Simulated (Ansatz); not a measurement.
IrO2:
```cif
data_Ir2O4
_chemical_formula_sum 'Ir2 O4'
_space_group_name_H-M_alt 'P 1'
_space_group_IT_number 1
_cell_length_a 4.47092
_cell_length_b 4.47092
_cell_length_c 3.15445
_cell_angle_alpha 90.000
_cell_angle_beta 90.000
_cell_angle_gamma 90.000
loop_
_space_group_symop_operation_xyz
  'x, y, z'
loop_
_atom_site_label
_atom_site_type_symbol
_atom_site_fract_x
_atom_site_fract_y
_atom_site_fract_z
_atom_site_occupancy
Ir1 Ir 0.00000 0.00000 0.00000 1
Ir2 Ir 0.50000 0.50000 0.50000 1
O1 O 0.30892 0.30892 0.00000 1
O2 O 0.80892 0.19108 0.50000 1
O3 O 0.19108 0.80892 0.50000 1
O4 O 0.69108 0.69108 0.00000 1
```

Relaxed with PBEsol.

### Question
Which orbitals make up the states near the Fermi level in plane-wave PAW PBEsol (Ansatz code)?

### Answer
Within 0.5 eV of the Fermi level: Ir 5d 56 %, O 2p 42 %. Projections are on Löwdin-orthogonalised atomic valence shells; empty p or d shells of many metals are not among them.

### Question
Tabulate the density of states.

### Answer
States/eV per cell of 6 atoms, in 0.25 eV bins, energy from the Fermi level.

```csv
E (eV),total,O 2p,Ir 5d,O 2s
-7.85,2.88,1.82,0.95,0.03
-7.60,1.46,0.93,0.44,0.02
-7.35,2.84,1.91,0.74,0.06
-7.10,2.60,1.75,0.68,0.05
-6.85,3.12,2.13,0.79,0.07
-6.60,3.08,2.11,0.78,0.07
-6.35,2.88,2.02,0.70,0.06
-6.10,3.15,2.24,0.75,0.07
-5.85,4.97,3.66,1.08,0.10
-5.60,5.50,4.07,1.22,0.08
-5.35,4.64,3.37,1.12,0.05
-5.10,4.97,3.58,1.27,0.04
-4.85,4.15,3.02,1.03,0.03
-4.60,3.64,2.72,0.85,0.02
-4.35,3.45,2.67,0.70,0.02
-4.10,3.25,2.57,0.61,0.02
-3.85,2.93,2.36,0.51,0.02
-3.60,3.09,2.62,0.41,0.02
-3.35,2.38,2.11,0.24,0.01
-3.10,1.03,0.90,0.12,0.00
-2.85,0.63,0.53,0.09,0.00
-2.60,0.98,0.34,0.62,0.00
-2.35,3.47,0.63,2.77,0.01
-2.10,3.98,0.80,3.08,0.02
-1.85,8.54,1.28,7.03,0.06
-1.60,6.25,1.31,4.74,0.03
-1.35,5.12,1.41,3.59,0.01
-1.10,3.37,1.14,2.15,0.01
-0.85,1.63,0.60,0.99,0.01
-0.60,1.60,0.64,0.93,0.01
-0.35,2.88,1.20,1.63,0.01
-0.10,2.81,1.17,1.57,0.01
0.15,2.92,1.25,1.61,0.01
0.40,2.94,1.27,1.61,0.01
0.65,1.30,0.56,0.71,0.00
0.90,0.40,0.15,0.23,0.01
1.15,0.81,0.11,0.56,0.13
1.40,1.49,0.17,1.02,0.25
1.65,1.54,0.25,1.01,0.23
1.90,1.74,0.36,1.09,0.23
2.15,2.34,0.57,1.41,0.28
2.40,2.00,0.54,1.17,0.22
2.65,2.00,0.57,1.12,0.21
2.90,2.04,0.63,1.11,0.19
3.15,1.97,0.68,1.06,0.13
3.40,2.87,1.08,1.52,0.15
3.65,3.08,1.26,1.60,0.10
3.90,2.91,1.24,1.50,0.08
4.15,2.57,1.13,1.31,0.05
4.40,2.55,1.14,1.27,0.05
4.65,1.29,0.55,0.60,0.05
```

Space group P4_2/mnm (rutile). The PBEsol relaxation kept the symmetry of its start. The run is not spin-polarised. The volume moved by -16 % from the start of the relaxation. Spin–orbit coupling is left out wherever it is not named.

Potentials: the later of the program's two PAW sets.
